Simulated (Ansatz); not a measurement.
## LiNbO2: course of a relaxation

Method: DFT r2SCAN, scalar-relativistic, plane waves, PAW in Ansatz 0.2.0. Settings: 500 eV cutoff, 12×12×4 k-mesh, Gaussian smearing of 0.02 eV, no spin polarisation.

What was changed: relaxed at 8 GPa.

Other phases may be more stable at this pressure.

Command:

```bash
ansatz run input.yaml --threads 2 --pin off --max-ram 5120MiB --backend cpu --events-out ev --progress --plain --runs-dir out
```

Input:

```yaml
crystal:
  lattice:
    - [2.8632053615, 0.0, 0.0]
    - [-1.4316026808, 2.4796085793, 0.0]
    - [0.0, 0.0, 10.2378851205]
  atoms:
    - { symbol: Li, position: [0.0, 0.0, 0.0] }
    - { symbol: Li, position: [0.0, 0.0, 0.5] }
    - { symbol: Nb, position: [0.3333333333, 0.6666666667, 0.75] }
    - { symbol: Nb, position: [0.6666666667, 0.3333333333, 0.25] }
    - { symbol: O, position: [0.3333333333, 0.6666666667, 0.1220607378] }
    - { symbol: O, position: [0.6666666667, 0.3333333333, 0.6220607378] }
    - { symbol: O, position: [0.3333333333, 0.6666666667, 0.3779392622] }
    - { symbol: O, position: [0.6666666667, 0.3333333333, 0.8779392622] }
basis:
  ecutwfc: 500
kpoints:
  mp_grid: { grid: [12, 12, 4] }
hamiltonian:
  xc: r2scan
scf:
  occupations: { method: gaussian, width: 0.02 }
output:
  forces: true
  stress: true
  eigenvalues: true
relax:
  adjacent_minimum: "off"
  f_tol: 0.008
  max_steps: 50
  cell: { stress_tol: 0.08, p_target: 8.0 }
```

F is the free energy. Steps run on the plane waves of an earlier cell, but the last one, and at times one on the way, on a freshly chosen basis, so a repeated geometry can differ a little in energy. The relaxation lowers the enthalpy F + PV at the target pressure, so F itself can rise.

Steps:

```csv
step,F − F(1) (eV),largest force component (eV/Å),V (Å³/atom),P (GPa)
1,0.0000,0.390,9.086,10.51
2,-0.0326,0.040,9.136,7.09
3,-0.0186,0.055,9.097,7.89
4,-0.0199,0.000,9.099,7.96
5,-0.0200,0.000,9.099,7.96
```

Relaxed structure:

```xyz
8
Lattice="2.8717 0.0000 0.0000 -1.4359 2.4870 0.0000 0.0000 0.0000 10.1922" Properties=species:S:1:pos:R:3 pbc="T T T"
Li    0.0000    0.0000    0.0000
Li    0.0000    0.0000    5.0961
Nb    0.0000    1.6580    7.6441
Nb    1.4359    0.8290    2.5480
O     0.0000    1.6580    1.2274
O     1.4359    0.8290    6.3235
O     0.0000    1.6580    3.8687
O     1.4359    0.8290    8.9648
```

It takes space group P6_3/mmc (No. 194, hexagonal). Conventional cell: a = 2.872 Å, b = 2.872 Å, c = 10.192 Å, α = 90.00°, β = 90.00°, γ = 120.00°. Li (site symmetry -3m) has 6 O at 2.06 Å as nearest neighbours. Around Nb (site symmetry -6m2) lie 6 O at 2.12 Å. O (site symmetry 3m) is surrounded by 3 Li at 2.06 Å and 3 Nb at 2.12 Å.

The run converged. Time: 86 s on 2 threads of Intel(R) Xeon(R) Processor @ 2.50GHz (Skylake/Cascade Lake), with other jobs on the host, peak memory 0.68 GiB.